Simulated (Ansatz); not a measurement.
Ga (diamond, Fd-3m) under volume change, DFT-r²SCAN in the program Ansatz with PAW potentials, scaled uniformly.

```json
[
 {"V (Å³/atom)": "21.929", "E − E(relaxed) (meV/atom)": "33.2", "P (GPa)": "5.35"},
 {"V (Å³/atom)": "22.652", "E − E(relaxed) (meV/atom)": "13.9", "P (GPa)": "3.26"},
 {"V (Å³/atom)": "23.375", "E − E(relaxed) (meV/atom)": "3.3", "P (GPa)": "1.49"},
 {"V (Å³/atom)": "24.098", "E − E(relaxed) (meV/atom)": "0.0", "P (GPa)": "0.00"},
 {"V (Å³/atom)": "24.821", "E − E(relaxed) (meV/atom)": "2.9", "P (GPa)": "-1.25"},
 {"V (Å³/atom)": "25.544", "E − E(relaxed) (meV/atom)": "11.0", "P (GPa)": "-2.31"},
 {"V (Å³/atom)": "26.266", "E − E(relaxed) (meV/atom)": "23.5", "P (GPa)": "-3.19"}
]
```

Task: What does a third-order Birch–Murnaghan fit give for V₀, B₀ and B′?

Result: V₀ = 24.10 Å³/atom, B₀ = 45.4 GPa, B′ = 4.7.

The start of the workflow was typed in or built on a structure type; neither database checked (COD, Materials Project) lists it. It is not the phase usual at ambient conditions (space group No. 64). Symmetry was held in the r²SCAN relaxation. At this level the phase is mechanically unstable. The volume moved by -21 % from the start of the relaxation.

Potentials: the later of the program's two PAW sets.
